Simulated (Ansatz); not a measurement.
Below is a relaxed structure of LiBe2F4. The cell was found from a structure generator's guess, not taken from experiment.

All numbers below come from Ansatz, DFT PBE+D3(BJ), scalar-relativistic, plane waves, PAW. Cutoff 420 eV, Γ-centred mesh, Gaussian smearing, no spin polarisation.

```xyz
7
Lattice="2.2795 -1.3157 0.0000 2.2795 1.3157 0.0000 -1.3818 0.0000 12.8796" Properties=species:S:1:pos:R:3 pbc="T T T"
Li    2.0465    0.0000    4.5387
Be    0.4655    0.0000    0.3677
Be    0.5820    0.0000    8.7121
F     2.1250    0.0000   12.3504
F     1.9878    0.0000    1.2646
F     2.1016    0.0000    7.8154
F    -0.9383    0.0000    9.6093
```

The zero of energy is the elements' standard structures at the same level (F₂ as a molecule); no fitted shifts are applied.

Question: What space group does it have?

Answer: Cm (No. 8). Conventional cell: a = 4.559 Å, b = 2.631 Å, c = 12.954 Å, β = 96.1°. Li is surrounded by 6 Li at 2.63 Å and 2 F at 3.27–3.28 Å; Be on its first site is surrounded by 6 F at 1.76–1.77 Å; around Be on its second site lie 6 F at 1.76–1.77 Å; F on its first site has 3 Be at 1.76–1.77 Å; 3 more sites not described.

Question: How far does it lie from the elements in energy?

Answer: −2.37 eV/atom. Whether it is stable depends on the other phases of the system, which aren't compared here.

Question: Is it a metal?

Answer: Yes, bands cross the Fermi level on the 16×16×4 mesh, though with few states there, as in a semimetal.

The last run used a 16×16×4 mesh (in the run's order of axes) for its 7-atom cell and Gaussian smearing of 0.10 eV. An odd number of electrons in the primitive cell allows no gap without spin; a larger cell or a magnetic state could open one. A structure relaxed within its symmetry needn't be a true minimum.
